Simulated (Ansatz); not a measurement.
Relaxed candidate structures of CeO2:

A. I4/mmm (No. 139), tI6; a = 3.3206 Å, b = 3.3206 Å, c = 6.6605 Å, α = 90.00°, β = 90.00°, γ = 90.00°; Ce 2a (0.000, 0.000, 0.000); O 4e (0.000, 0.000, 0.334)

B. P3₁21 (No. 152), hP9; a = b = 6.7237 Å, c = 7.3600 Å, α = β = 90.00°, γ = 120.00°; close to P6₄22 at 0.1 Å; Ce 3a (0.501, 0.501, 0.000); O 6c (0.442, 0.222, 0.167)

C. P4₂/mnm (No. 136), tP6, rutile type; a = 5.107 Å, b = 5.107 Å, c = 3.624 Å, α = 90.00°, β = 90.00°, γ = 90.00°; Ce 2a (0.000, 0.000, 0.000); O 4g (0.188, 0.188, 0.500)

Problem. Rank these by energy per atom (lowest first), as r2SCAN (plane waves to 500 eV, PAW, scalar-relativistic; Ansatz, a first-principles code) gives it.

Solution. C (reference), B (+0.449 eV/atom), A (+0.61 eV/atom)

Problem. Give each candidate's band gap.

Solution. No gap: A. B: 2.02 eV (no spin-orbit coupling); C: 2.30 eV (no spin-orbit coupling).

The lowest structure calculated, Fm-3m, cF12, fluorite type, is not among these; it lies 0.17 eV/atom below the lowest of them. 2 runs with a doubtful electronic state, a coarser numerical grid, an end not at rest or a source that can't be used are left out. Each run could gain symmetry but not lose that of its start, so entries can be saddle points. All of these are generated cells (placed on structure types, drawn at random, substituted or restacked) that were not matched to a known phase here. Energies are at zero temperature and pressure, without zero-point motion. No spin polarisation in the result. No Hubbard U is applied. The 4f state was not searched, so a lower electronic state may exist. Gaps of cells over 8 atoms come from the SCF mesh and high-symmetry points alone.
